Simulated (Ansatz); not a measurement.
Input and command of a plane-wave DFT calculation in Ansatz:

```yaml
crystal:
  lattice:
    - [-2.15075, 2.15075, 2.49135]
    - [2.15075, -2.15075, 2.49135]
    - [2.15075, 2.15075, -2.49135]
  atoms:
    - { symbol: V, position: [0.25, 0.25, 0.0] }
    - { symbol: V, position: [0.75, 0.75, 0.0] }
    - { symbol: "N", position: [0.1151, 0.6151, 0.7302] }
    - { symbol: "N", position: [0.6151, 0.8849, 0.5] }
    - { symbol: "N", position: [0.8849, 0.3849, 0.2698] }
    - { symbol: "N", position: [0.3849, 0.1151, 0.5] }
basis:
  ecutwfc: 420
kpoints:
  mp_grid: { grid: [12, 12, 12] }
hamiltonian:
  xc: pbe
scf:
  occupations: { method: fermi_dirac, width: 0.2 }
  n_extra_bands: 12
output:
  forces: true
  stress: true
  eigenvalues: true
```

```bash
ansatz run input.yaml --threads 1 --pin off --max-ram 2560MiB --backend cpu --events-out ev --progress --plain --runs-dir out
```

Processor: AMD EPYC (Zen 3), 1 thread, on a host shared with other jobs.

How long does it run, and how much memory does it take?

About 27 s on 1 thread of AMD EPYC (Zen 3), with other jobs on the host, peak memory 0.49 GiB. It solves 35 bands at 163 k points (the mesh reduced by symmetry) with about 873 plane waves, in 6 SCF iterations.
